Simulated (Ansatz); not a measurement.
# Structure relaxation, Ni

The start is a generated trial cell of Ni in the AFLOW prototype A_oC8_64_f (A14, as in I). Cell shape, volume and atoms are optimised at zero target pressure with PBE (plane waves to 420 eV, PAW, scalar-relativistic; Ansatz, a program for electronic structure). The first steps use a coarse 13×13×5 k-mesh.

Initial structure:
```yaml
crystal:
  lattice:
    - [2.29615, -1.50300, 0.00000]
    - [2.29615, 1.50300, 0.00000]
    - [0.00000, 0.00000, 6.31886]
  atoms:
    - { symbol: Ni, position: [0.84515, 0.15485, 0.11750] }
    - { symbol: Ni, position: [0.15485, 0.84515, 0.88250] }
    - { symbol: Ni, position: [0.34515, 0.65485, 0.38250] }
    - { symbol: Ni, position: [0.65485, 0.34515, 0.61750] }
```
Spin-polarised start, with parallel moments on Ni.

Question: Does the structure survive the relaxation? Give the final space group.

Answer: The space group goes from Cmce (No. 64) to Fm-3m (No. 225); the end is fcc (Cu type), with 1 atom in the primitive magnetic cell.

Question: Give the final cell and atomic positions.

Answer: 
Space group Fm-3m (No. 225); a = 3.5184 Å, b = 3.5184 Å, c = 3.5184 Å, α = 90.00°, β = 90.00°, γ = 90.00°

```tsv
atom	site	symmetry	x	y	z
Ni	4a	m-3m	0.0000	0.0000	0.0000
```
(The calculation used a cell of 1 atom; values per cell refer to that cell.)

Final values are on a 23×23×23 k-mesh of the relaxed cell. The start holds a very short contact (Ni–Ni 1.75 Å). Spin state reached: ferromagnetic (net 0.63 μB/atom), from parallel starting moments; other spin orders were not run from this start.

The run could not lose the symmetry of its start; a randomly shaken copy of 2 atoms returns to this structure.
